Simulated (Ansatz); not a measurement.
TlAgTe$_{2}$, DFT, LDA, PAW with Ansatz's default frozen-core files, scalar-relativistic (Ansatz 0.2.0), run on 1 thread of Arm Neoverse V1 on a shared host.

The cell is COD entry 1509558, as deposited and not checked against the literature; nothing was relaxed. The listed cell was then made from it by scaling, straining or moving an atom.

Command: `ansatz run input.yaml --threads 1 --pin off --max-ram 4096MiB --backend cpu --events-out ev --progress --plain --runs-dir out`

```yaml
crystal:
  lattice:
    - [-1.9665116757, 1.9665116757, 7.6352825778]
    - [1.9665116757, -1.9665116757, 7.6352825778]
    - [1.9665116757, 1.9665116757, -7.6352825778]
  atoms:
    - { symbol: Tl, position: [0.0, 0.0, 0.0] }
    - { symbol: Ag, position: [0.75, 0.25, 0.5] }
    - { symbol: Te, position: [0.369, 0.369, 0.0] }
    - { symbol: Te, position: [0.631, 0.631, 0.0] }
kpoints:
  mp_grid: { grid: [13, 13, 13] }
scf:
  occupations: { method: fermi_dirac, width: 0.05 }
hamiltonian:
  xc: lda
  pseudopotentials: { kind: paw }
output:
  forces: true
  stress: true
  eigenvalues: true
  efg: { contact_densities: true }
  write_density: true
  write_potential: true
  elf: true
  volumetric_format: npy
```

Q: How large is the problem that the program sets up?

A: 196 irreducible k-points, 2341 plane waves at Γ, 39 bands.

Q: Estimate the wall time and the peak memory.

A: 2.9 min of wall time for 7 SCF iterations, with a peak of 0.87 GiB. Times on shared machines scatter by tens of per cent.

Q: And the same cell and mesh by all-electron PAW (datasets made for this crystal), asked for forces, stress, eigenvalues, efg, on the same hardware?

A: 2.1 min, peak memory 1.8 GiB.
